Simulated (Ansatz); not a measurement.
# MgPd: moving Mg off its site

MgPd, Pm-3m, a = 3.160 Å (as given, not relaxed at this level: -0.5 GPa). The structure is a COD entry; whether it is the stable form wasn't checked. Ansatz: r2SCAN, PAW, 500 eV, Γ-centred 16×16×16 mesh on 2 atoms, Gaussian smearing 0.15 eV; no spin polarisation.

```xyz
2
Lattice="3.1600 0.0000 0.0000 0.0000 3.1600 0.0000 0.0000 0.0000 3.1600" Properties=species:S:1:pos:R:3 pbc="T T T"
Mg    0.0000    0.0000    0.0000
Pd    1.5800    1.5800    1.5800
```

Atom 1 (Mg) moves by x along the unit vector (1.000, 0.000, 0.000), with its periodic images; all else is held. y is the free energy of the cell over the start, F the force along the path summed over the moved atoms. Symmetry makes y even in x.

```
  x (Å) y (meV) F (eV/Å)
-0.5000    517.5      2.01
-0.2500    131.8      1.05
 0.0000      0.0      0.00
 0.0625      8.3     -0.26
 0.1250     33.1     -0.53
 0.1875     74.3     -0.79
 0.3125        ?         ?
 0.3750    294.5     -1.55
 0.4375    398.8     -1.79
```

Problem. Fit y = c2 x² + c4 x⁴ to the energies of the other rows, give the force constant, and predict energy and force of the missing row.

Solution. Least squares on the rows shown. y = 2124.0 x² − 214.77 x⁴. The force constant is 2 c2 = 4.25 eV/Å² (for all images moving together, not for a lone atom). With two atoms in a cubic cell this is the optical mode at Γ (in a metal it hangs on mesh and smearing): ω = 521.5 √(2 c2/μ) = 242 cm⁻¹ for μ = 19.79 u. The force −dy/dx at the missing row is -1.30 eV/Å (computed -1.30). At x = 0.3125 the fit asked for gives 205.4 meV. The run gave 205.3 meV, so the fit is 0.1 meV too high, within twice the rms miss on the fitted rows (0.08 meV).